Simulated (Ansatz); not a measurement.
CdF₂:
Space group Fm-3m (No. 225); a = 5.392 Å, b = 5.392 Å, c = 5.392 Å, α = 90.00°, β = 90.00°, γ = 90.00°

```
atom  site  symmetry       x       y       z
----  ----  --------  ------  ------  ------
Cd      4a      m-3m  0.0000  0.0000  0.0000
F       8c      -43m  0.2500  0.2500  0.2500
```
(The calculation used a cell of 3 atoms; values per cell refer to that cell.)

Relaxed with r²SCAN.

Question: Which orbitals make up the states near the band edges in the program Ansatz at the r²SCAN level (PAW)?

Answer: Top 1 eV of the valence band: F 2p 86 %, Cd 4d 13 %. Bottom 1 eV of the conduction band: Cd 5s 78 %, F 2s 14 %, F 2p 7 %. Projections are on Löwdin-orthogonalised atomic valence shells; empty p or d shells of many metals are not among them.

Question: Tabulate the density of states.

Answer: States/eV per cell of 3 atoms, in 0.25 eV bins, energy from the valence-band maximum.

| E (eV) | total | F 2p | Cd 4d | Cd 5s |
|---|---|---|---|---|
| -5.76 | 0.00 | 0.00 | 0.00 | 0.00 |
| -5.51 | 1.70 | 0.44 | 1.26 | 0.00 |
| -5.26 | 9.30 | 2.24 | 6.99 | 0.06 |
| -5.01 | 4.36 | 0.87 | 3.47 | 0.01 |
| -4.76 | 5.25 | 0.75 | 4.45 | 0.03 |
| -4.51 | 10.83 | 0.74 | 10.02 | 0.03 |
| -4.26 | 8.55 | 0.29 | 8.20 | 0.01 |
| -4.01 | 0.00 | 0.00 | 0.00 | 0.00 |
| -3.76 | 0.00 | 0.00 | 0.00 | 0.00 |
| -3.51 | 0.20 | 0.13 | 0.05 | 0.03 |
| -3.26 | 3.05 | 2.12 | 0.48 | 0.42 |
| -3.01 | 1.91 | 1.43 | 0.20 | 0.25 |
| -2.76 | 1.87 | 1.53 | 0.15 | 0.16 |
| -2.51 | 2.81 | 2.30 | 0.38 | 0.08 |
| -2.26 | 3.67 | 3.11 | 0.43 | 0.05 |
| -2.01 | 4.41 | 3.89 | 0.39 | 0.03 |
| -1.76 | 3.84 | 3.46 | 0.28 | 0.02 |
| -1.51 | 3.06 | 2.73 | 0.25 | 0.03 |
| -1.26 | 2.62 | 2.33 | 0.23 | 0.02 |
| -1.01 | 1.66 | 1.45 | 0.17 | 0.02 |
| -0.76 | 1.50 | 1.30 | 0.17 | 0.01 |
| -0.51 | 10.06 | 8.65 | 1.34 | 0.01 |
| -0.26 | 5.84 | 5.03 | 0.78 | 0.00 |
| -0.01 | 1.51 | 1.34 | 0.16 | 0.00 |
| 0.24 | 0.00 | 0.00 | 0.00 | 0.00 |
| 0.49 | 0.00 | 0.00 | 0.00 | 0.00 |
| 0.74 | 0.00 | 0.00 | 0.00 | 0.00 |
| 0.99 | 0.00 | 0.00 | 0.00 | 0.00 |
| 1.24 | 0.00 | 0.00 | 0.00 | 0.00 |
| 1.49 | 0.00 | 0.00 | 0.00 | 0.00 |
| 1.74 | 0.00 | 0.00 | 0.00 | 0.00 |
| 1.99 | 0.00 | 0.00 | 0.00 | 0.00 |
| 2.24 | 0.00 | 0.00 | 0.00 | 0.00 |
| 2.49 | 0.00 | 0.00 | 0.00 | 0.00 |
| 2.74 | 0.00 | 0.00 | 0.00 | 0.00 |
| 2.99 | 0.00 | 0.00 | 0.00 | 0.00 |
| 3.24 | 0.00 | 0.00 | 0.00 | 0.00 |
| 3.49 | 0.00 | 0.00 | 0.00 | 0.00 |
| 3.74 | 0.00 | 0.00 | 0.00 | 0.00 |
| 3.99 | 0.03 | 0.00 | 0.00 | 0.02 |
| 4.24 | 0.05 | 0.00 | 0.00 | 0.04 |
| 4.49 | 0.07 | 0.01 | 0.00 | 0.06 |
| 4.74 | 0.09 | 0.01 | 0.00 | 0.07 |
| 4.99 | 0.11 | 0.01 | 0.00 | 0.09 |
| 5.24 | 0.14 | 0.02 | 0.00 | 0.10 |
| 5.49 | 0.16 | 0.02 | 0.00 | 0.12 |
| 5.74 | 0.19 | 0.03 | 0.00 | 0.14 |
| 5.99 | 0.22 | 0.03 | 0.00 | 0.16 |
| 6.24 | 0.25 | 0.04 | 0.00 | 0.19 |
| 6.49 | 0.28 | 0.04 | 0.00 | 0.21 |
| 6.74 | 0.32 | 0.05 | 0.00 | 0.24 |
| 6.99 | 0.37 | 0.06 | 0.00 | 0.28 |
| 7.24 | 0.42 | 0.07 | 0.00 | 0.32 |
| 7.49 | 0.50 | 0.08 | 0.00 | 0.38 |
| 7.74 | 0.61 | 0.10 | 0.00 | 0.47 |
| 7.99 | 0.87 | 0.15 | 0.00 | 0.67 |
| 8.24 | 0.92 | 0.16 | 0.00 | 0.72 |
| 8.49 | 0.98 | 0.17 | 0.00 | 0.77 |

The cell was relaxed with r²SCAN under the symmetry of its start. Scalar-relativistic: spin–orbit coupling is off unless named, which matters more the heavier the elements.

Potentials: the earlier of the program's two PAW sets. The files were generated under PBE; for other functionals the program regenerates the frozen cores, and for LDA and PBEsol the local potential too.
